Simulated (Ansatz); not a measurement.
TiSeS:
```yaml
crystal:
  lattice:
    - [3.37317, 0.00000, 0.00000]
    - [-1.68658, 2.92125, 0.00000]
    - [0.00000, 0.00000, 5.67118]
  atoms:
    - { symbol: Ti, position: [0.33333, 0.66667, 0.98521] }
    - { symbol: Se, position: [0.66667, 0.33333, 0.26843] }
    - { symbol: S, position: [0.00000, 0.00000, 0.74635] }
```

Relaxed with LDA.

### Question
Which orbitals make up the states near the Fermi level in LDA (plane waves, PAW; program Ansatz)?

### Answer
Within 0.5 eV of the Fermi level: Ti 3d 62 %, Se 4p 18 %, S 3p 15 %. Projections are on Löwdin-orthogonalised atomic valence shells; empty p or d shells of many metals are not among them.

### Question
Tabulate the density of states.

### Answer
States/eV per cell of 3 atoms, in 0.25 eV bins, energy from the Fermi level.

| E (eV) | total | Ti 3d | S 3p | Se 4p |
|---|---|---|---|---|
| -7.85 | 0.00 | 0.00 | 0.00 | 0.00 |
| -7.60 | 0.00 | 0.00 | 0.00 | 0.00 |
| -7.35 | 0.00 | 0.00 | 0.00 | 0.00 |
| -7.10 | 0.00 | 0.00 | 0.00 | 0.00 |
| -6.85 | 0.00 | 0.00 | 0.00 | 0.00 |
| -6.60 | 0.00 | 0.00 | 0.00 | 0.00 |
| -6.35 | 0.00 | 0.00 | 0.00 | 0.00 |
| -6.10 | 0.00 | 0.00 | 0.00 | 0.00 |
| -5.85 | 0.05 | 0.01 | 0.02 | 0.02 |
| -5.60 | 0.87 | 0.14 | 0.33 | 0.28 |
| -5.35 | 1.27 | 0.20 | 0.52 | 0.39 |
| -5.10 | 1.75 | 0.28 | 0.79 | 0.50 |
| -4.85 | 3.56 | 0.52 | 1.63 | 1.17 |
| -4.60 | 2.66 | 0.40 | 1.07 | 1.02 |
| -4.35 | 1.74 | 0.27 | 0.65 | 0.69 |
| -4.10 | 1.69 | 0.24 | 0.67 | 0.60 |
| -3.85 | 1.01 | 0.17 | 0.48 | 0.24 |
| -3.60 | 2.03 | 0.38 | 0.92 | 0.51 |
| -3.35 | 2.36 | 0.49 | 1.11 | 0.61 |
| -3.10 | 3.10 | 0.73 | 1.35 | 0.86 |
| -2.85 | 4.96 | 1.50 | 1.98 | 1.31 |
| -2.60 | 4.51 | 1.53 | 1.87 | 0.96 |
| -2.35 | 2.11 | 0.47 | 0.63 | 0.89 |
| -2.10 | 2.27 | 0.48 | 0.56 | 1.10 |
| -1.85 | 2.29 | 0.45 | 0.58 | 1.13 |
| -1.60 | 2.36 | 0.45 | 0.59 | 1.20 |
| -1.35 | 2.37 | 0.45 | 0.58 | 1.23 |
| -1.10 | 1.94 | 0.42 | 0.47 | 0.98 |
| -0.85 | 1.24 | 0.32 | 0.29 | 0.58 |
| -0.60 | 0.78 | 0.24 | 0.18 | 0.34 |
| -0.35 | 0.55 | 0.18 | 0.12 | 0.24 |
| -0.10 | 0.60 | 0.31 | 0.11 | 0.16 |
| 0.15 | 1.18 | 0.81 | 0.17 | 0.14 |
| 0.40 | 1.66 | 1.23 | 0.20 | 0.15 |
| 0.65 | 3.07 | 2.40 | 0.30 | 0.25 |
| 0.90 | 1.54 | 1.18 | 0.14 | 0.18 |
| 1.15 | 1.23 | 0.87 | 0.13 | 0.19 |
| 1.40 | 2.95 | 2.05 | 0.30 | 0.51 |
| 1.65 | 5.81 | 4.74 | 0.37 | 0.58 |
| 1.90 | 4.72 | 3.85 | 0.29 | 0.43 |
| 2.15 | 1.78 | 1.34 | 0.15 | 0.24 |
| 2.40 | 0.00 | 0.00 | 0.00 | 0.00 |
| 2.65 | 0.00 | 0.00 | 0.00 | 0.00 |
| 2.90 | 1.72 | 1.09 | 0.29 | 0.17 |
| 3.15 | 3.40 | 1.97 | 0.63 | 0.48 |
| 3.40 | 3.30 | 1.80 | 0.64 | 0.60 |
| 3.65 | 2.85 | 1.51 | 0.52 | 0.55 |
| 3.90 | 2.63 | 1.39 | 0.46 | 0.51 |
| 4.15 | 1.60 | 0.87 | 0.26 | 0.30 |
| 4.40 | 0.49 | 0.26 | 0.07 | 0.09 |
| 4.65 | 0.00 | 0.00 | 0.00 | 0.00 |

Space group P3m1. The workflow started from a Materials Project entry (that database holds measured and hypothetical structures alike); the Crystallography Open Database copy checked does not list it. Its standing as an ambient phase is unchecked. The cell was relaxed with LDA under the symmetry of its start; whether a distortion lowers the energy is not shown. The run is not spin-polarised. A crystal of weakly bound layers computed without a dispersion correction: the cell and the soft elastic constants depend strongly on that. Scalar-relativistic: spin–orbit coupling is off unless named, which matters more the heavier the elements.

Potentials: the later of the program's two PAW sets.
